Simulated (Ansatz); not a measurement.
One crystal and one scan (energy against volume) at two levels, PBE (plane waves to 420 eV, PAW, scalar-relativistic; Ansatz, an electronic-structure program) and r2SCAN (plane waves to 500 eV, PAW, scalar-relativistic; Ansatz), each from its own relaxed cell and on its own mesh.

The crystal is Sc (hcp, Mg type); the cell is scaled evenly about its relaxed volume V₀.

The energy includes the smearing's −TS. Sc is run without spin polarisation. Sc was relaxed with its symmetry unable to fall. With the shape held, the modulus is that of even scaling; a crystal free to change shape is softer. Both scans cover V/V₀ from 0.940 to 1.060.

```csv
quantity,run 1,run 2
Lattice constant a (Å),3.329,3.319
Lattice constant c (Å),5.192,5.166
Relaxed volume (Å³/atom),24.92,24.65
Bulk modulus at fixed cell shape B₀ (third-order Birch-Murnaghan fit) (GPa),55.2,54.3
```

Question: Which run is which level?

Answer: Run 2 is PBE, run 1 is r2SCAN. PBE gives the lower value for: lattice constant a; lattice constant c; relaxed volume; bulk modulus at fixed cell shape B₀.

(Under strain, the slope of the energy per volume gives the stress and its curvature an elastic modulus.)
